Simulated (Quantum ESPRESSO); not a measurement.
```cif
data_O8P2Y2
_chemical_formula_sum 'O8 P2 Y2'
_space_group_name_H-M_alt 'P 1'
_space_group_IT_number 1
_cell_length_a 5.72768
_cell_length_b 5.72768
_cell_length_c 5.72768
_cell_angle_alpha 106.052
_cell_angle_beta 106.052
_cell_angle_gamma 116.550
loop_
_space_group_symop_operation_xyz
  'x, y, z'
loop_
_atom_site_label
_atom_site_type_symbol
_atom_site_fract_x
_atom_site_fract_y
_atom_site_fract_z
_atom_site_occupancy
O1 O 0.16640 0.34105 0.82535 1
O2 O 0.09105 0.76570 0.67465 1
O3 O 0.51570 0.34105 0.17465 1
O4 O 0.09105 0.41640 0.32535 1
O5 O 0.58360 0.90895 0.67465 1
O6 O 0.65895 0.83360 0.17465 1
O7 O 0.23430 0.90895 0.32535 1
O8 O 0.65895 0.48430 0.82535 1
P1 P 0.25000 0.75000 0.50000 1
P2 P 0.50000 0.50000 0.00000 1
Y1 Y 0.00000 0.00000 0.00000 1
Y2 Y 0.75000 0.25000 0.50000 1
```

The geometry is that of Materials Project entry mp-5132, symmetrised and not relaxed again.

Question: What does norm-conserving PBEsol (Quantum ESPRESSO, 84 Ry, scalar-relativistic) give for the electronic structure near the Fermi level?

Answer: The PBEsol gap is indirect, 5.88 eV, from Γ to 67 % of the way from Γ to X; the smallest direct gap is 6.09 eV.
